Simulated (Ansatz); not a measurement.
Trial structure of InGa2O, not yet relaxed:

```
In Ga O
1.0
     3.80603    0.00000    0.00000
     0.00000    3.80603    0.00000
     0.00000    0.00000    5.45730
In Ga O
1 2 1
Direct
  0.50000 0.50000 0.50000
  0.00000 0.50000 0.24621
  0.50000 0.00000 0.75379
  0.00000 0.00000 0.00000
```

Computed with DFT PBE, scalar-relativistic, plane waves, PAW in Ansatz. Cutoff 420 eV; k points 4×4×4 on the computed 4-atom cell (Γ-centred); Gaussian smearing, width 0.10 eV; no spin polarisation.

Energies over the elements count from the elements' standard structures at the same level (O₂ as a molecule), with no fitted energy shifts.

Problem. How far from equilibrium is it?

Solution. The pressure is 9.6 GPa (the mean over three directions, positive in compression), the largest force is 4.45 eV/Å, and the energy is +0.08 eV/atom against the elements. The shortest distance is 2.33 Å.

Problem. Is it a good guess?

Solution. A rough one: relaxing gains about 0.64 eV/atom (the start's value is from the coarse mesh, so the gain is rough) in 33 ionic steps and ends at −0.55 eV/atom on the finer mesh. The symmetry stays P-4m2 (No. 115). The volume per atom shrinks by 1.7 %, from 19.8 to 19.4 Å³. The shortest distance goes from 2.33 Å (Ga–O) to 2.07 Å (Ga–O). The ratio c/a of the conventional cell changes by a factor of 1.93. Conventional cell: a = 3.037 Å, c = 8.426 Å. Around In lie 4 In at 3.04 Å and 4 Ga at 3.19 Å; around Ga lie 2 O at 2.07 Å, 4 Ga at 3.04 Å, 2 In at 3.19 Å and 4 Ga at 3.54 Å; O has 4 Ga at 2.07 Å.

The last run used a 14×14×8 mesh (in the run's order of axes) for its 4-atom cell and Gaussian smearing of 0.10 eV. An odd number of electrons in the primitive cell allows no gap without spin; a larger cell or a magnetic state could open one. The relaxation can't lower the symmetry of the start, and the grade says only how near the guess is to its own end. Symmetry constrained the relaxation, so the result can be a saddle point.
